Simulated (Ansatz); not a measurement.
The relaxed structure here is a generated cell of NbAs: the first start was made by placing the elements on the sites of a structure type, and the end was not matched to a known phase here, so it may be hypothetical.

A relaxed cell of NbAs (I4₁/amd (No. 141)), relaxed on a k-mesh at least as fine as the one used below. All values below come from PBE (plane waves to 420 eV, PAW, scalar-relativistic; Ansatz, a first-principles code). Γ-centred k-mesh 12×12×12 on the run's cell (coarser than for final values), Fermi–Dirac smearing 0.05 eV.

```xyz
4
Lattice="-1.8348 1.8348 5.2586 1.8348 -1.8348 5.2586 1.8348 1.8348 -5.2586" Properties=species:S:1:pos:R:3 pbc="T T T"
Nb     0.0000     1.8348     2.6293
Nb     0.0000     0.0000     0.0000
As     0.0000     0.0000     5.2586
As     1.8348     0.0000     2.6293
```

The atoms are displaced along an unstable phonon of this cell by (Å):

| atom | ux | uy | uz |
|---|---|---|---|
| Nb1 | 0.000 | 0.000 | -0.121 |
| Nb2 | 0.000 | 0.000 | -0.121 |
| As3 | 0.000 | 0.000 | 0.150 |
| As4 | 0.000 | 0.000 | 0.150 |

Q: What forces (eV/Å) and pressure result?

A: 
| atom | Fx | Fy | Fz |
|---|---|---|---|
| Nb1 | 0.00 | 0.00 | -1.22 |
| Nb2 | 0.00 | 0.00 | -1.22 |
| As3 | 0.00 | 0.00 | 1.22 |
| As4 | 0.00 | 0.00 | 1.22 |

Pressure -1.1 GPa.

Q: Estimate the energy cost of the displacement in the harmonic approximation and compare with the calculation.

A: For a harmonic well ΔE = −½ Σ F·u = -0.331 eV a cell, or -83 meV/atom. The calculated energy relative to the undisplaced cell is -0.10 eV/atom, so the harmonic estimate holds well.

The undisplaced cell is probably no minimum: from this displacement the run went on to I4₁md (No. 109), 0.51 eV/atom below it.

No spin polarisation in the result.
